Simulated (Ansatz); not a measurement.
Relaxed TiO2 (anatase):

```xyz
6
Lattice="-1.8849 1.8849 4.7777 1.8849 -1.8849 4.7777 1.8849 1.8849 -4.7777" Properties=species:S:1:pos:R:3 pbc="T T T"
Ti     0.0000     0.0000     4.7777
Ti     1.8849     0.0000     2.3889
O      0.0000     0.0000     2.7953
O      1.8849     0.0000     0.4064
O      1.8849     0.0000     4.3713
O      0.0000     0.0000     6.7602
```

In this cell atom 1 (Ti, nearest neighbour O at 1.928 Å; its periodic images, 3.8 Å or more away, move with it) is moved by s along Cartesian [111], unit vector (0.577, 0.577, 0.577); all other atoms and the cell stay fixed.

Computed with PBEsol (plane waves to 420 eV, PAW, scalar-relativistic; Ansatz, a first-principles code). k mesh 10×10×10 (Γ-centred), Fermi-Dirac smearing 0.05 eV. Energies are smeared free energies. Left out: 4 of 11 points, with atoms too close for the PAW data. The PAW data are Ansatz's earlier set. TiO2 is run without spin polarisation. TiO2 was relaxed with its symmetry unable to fall. The zero of ΔE is the undisplaced structure.

```json
[
 {"s (Å)": "-0.348", "ΔE (meV/cell)": "671"},
 {"s (Å)": "-0.232", "ΔE (meV/cell)": "256"},
 {"s (Å)": "-0.116", "ΔE (meV/cell)": "56"},
 {"s (Å)": "0.000", "ΔE (meV/cell)": "0"},
 {"s (Å)": "0.116", "ΔE (meV/cell)": "56"},
 {"s (Å)": "0.232", "ΔE (meV/cell)": "256"},
 {"s (Å)": "0.348", "ΔE (meV/cell)": "671"}
]
```

**Question.** What force constant k = d²E/ds² at s = 0 does the table give?

**Answer.** 7.9 eV/Å². It is the second difference of the nearest points, corrected with the next pair.

**Question.** With k = 8.05 eV/Å² from the forces, is the well harmonic out to s = 0.348 Å?

**Answer.** ½ks² = 488 meV/cell against the computed 671 meV/cell, so the well is stiffer than harmonic there.

(For displaced atoms, the force is minus the slope of the energy, and its curvature is a force constant, which sets phonon frequencies.)
